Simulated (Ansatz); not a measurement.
VInO₄:
Space group Cmcm (No. 63); a = 5.7363 Å, b = 8.5469 Å, c = 6.6427 Å, α = 90.00°, β = 90.00°, γ = 90.00°

```csv
atom,site,symmetry,x,y,z
V,4c,m2m,0.0000,0.3591,0.2500
In,4a,2/m..,0.0000,0.0000,0.0000
O,8f,m..,0.0000,0.2473,0.0458
O,8g,..m,0.2569,0.4747,0.2500
```
(The calculation used a cell of 12 atoms; values per cell refer to that cell.)

Relaxed with PBEsol.

### Question
Tabulate the valence density and the electron localisation function along the shortest In–In contact (3.32 Å), DFT-PBEsol in the program Ansatz with PAW potentials.

### Answer


```csv
distance from In (Å),density (e/Å³),ELF
0.33,8.48,0.00
0.50,5.00,0.05
0.66,2.44,0.17
0.83,1.03,0.23
1.00,0.45,0.17
1.16,0.25,0.10
1.33,0.18,0.08
1.49,0.15,0.07
1.66,0.14,0.07
1.83,0.15,0.07
1.99,0.18,0.08
2.16,0.25,0.10
2.32,0.45,0.17
2.49,1.03,0.23
2.66,2.44,0.16
2.82,5.00,0.05
2.99,8.48,0.00
```

The density is the valence pseudo-density with augmentation charge, so density and ELF within about 1 Å of a nucleus are not all-electron values.

The first step of the workflow began from a Materials Project structure, measured or hypothetical; the Crystallography Open Database files this formula in space group No. 63, but the cells were not matched. Its standing as an ambient phase is unchecked. The PBEsol relaxation kept the symmetry of its start; whether a distortion lowers the energy is not shown. No spin polarisation was allowed. No Hubbard U is applied.

Potentials: the later of the program's two PAW sets.
